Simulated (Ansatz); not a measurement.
InP:
```
InP
1.0
    0.00000     2.95331     2.95331
    2.95331     0.00000     2.95331
    2.95331     2.95331     0.00000
P In
1 1
Direct
  0.75000   0.75000   0.75000
  0.00000   0.00000   0.00000
```

Relaxed with r²SCAN. Special points in fractions of this cell's reciprocal vectors: Γ (0.000, 0.000, 0.000); X (0.500, 0.000, 0.500); U (0.625, 0.250, 0.625); K (0.375, 0.375, 0.750); L (0.500, 0.500, 0.500); W (0.500, 0.250, 0.750).

Question: List the band energies nearest the valence-band maximum at these points for DFT-r²SCAN with spin–orbit coupling in the program Ansatz with PAW potentials.

Answer: In eV from the valence-band maximum; about four levels below and three above (degenerate sets whole), none deeper than 8.9 eV; points with the same levels are listed once.

| k | below | above |
|---|---|---|
| Γ | 0.00 0.00 0.00 0.00 | 1.00 1.00 4.09 4.09 |
| X | -2.41 -2.41 -2.32 -2.32 | 2.01 2.01 2.51 2.51 |
| U | -3.38 -3.29 -1.98 -1.97 | 2.61 2.62 4.66 |
| L | -1.06 -1.06 -0.95 -0.95 | 1.77 1.77 5.03 5.03 |
| W | -3.06 -2.99 -2.93 -2.87 | 4.54 4.54 4.65 |

Space group F-43m (zinc blende). The cell was relaxed with r²SCAN under the symmetry of its start.

Potentials: the later of the program's two PAW sets.
